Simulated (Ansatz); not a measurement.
MgO:
```xyz
2
Lattice="0.0000 2.1272 2.1272 2.1272 0.0000 2.1272 2.1272 2.1272 0.0000" Properties=species:S:1:pos:R:3 pbc="T T T"
Mg     0.0000     0.0000     0.0000
O      2.1272     2.1272     2.1272
```

Relaxed with plane-wave PAW PBE (Ansatz code). Indices refer to the conventional cell of Fm-3m, a = b = c = 4.254 Å, α = β = γ = 90.00°.

Problem. Simulate the powder diffraction pattern (Co Kα, λ = 1.79026 Å; lines above 1 %) up to 2θ = 90°.

Solution. Simulated powder pattern, Co Kα, λ = 1.79026 Å (kinematic, ideal powder, no thermal factors, no anomalous dispersion; the 30 strongest lines at most, above 1 %, up to 2θ = 90°):

```tsv
2θ (°)	d (Å)	I/Imax (%)	hkl
42.74	2.456	10	(111)
49.77	2.127	100	(200)
73.04	1.504	56	(220)
88.51	1.283	7.6	(311)
```

The PBE relaxation kept the symmetry of its start.

Potentials: the earlier of the program's two PAW sets.
